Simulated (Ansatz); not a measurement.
Ir, DFT, PBE, norm-conserving pseudopotentials, Ansatz's default files, scalar-relativistic (Ansatz 0.2.0), on 1 thread of AMD EPYC 7R13 Processor (Zen 3) (shared host).

Command: `ansatz run input.yaml --threads 1 --pin off --max-ram 3072MiB --backend cpu --events-out ev --progress --plain --runs-dir out`

```yaml
crystal:
  lattice:
    - [0.0, 1.9352590341, 1.9352590341]
    - [1.9352590341, 0.0, 1.9352590341]
    - [1.9352590341, 1.9352590341, 0.0]
  atoms:
    - { symbol: Ir, position: [0.0, 0.0, 0.0] }
kpoints:
  mp_grid: { grid: [23, 23, 23] }
scf:
  occupations: { method: fermi_dirac, width: 0.05 }
hamiltonian:
  xc: pbe
  pseudopotentials: { kind: nc }
output:
  forces: true
  stress: true
  eigenvalues: true
```

Problem. How large is the problem that the program sets up?

Solution. 364 irreducible k-points, 941 plane waves at Γ, 13 bands.

Problem. About how long does it take?

Solution. 6 s of wall time for 6 SCF iterations. Times on shared machines scatter by tens of per cent.
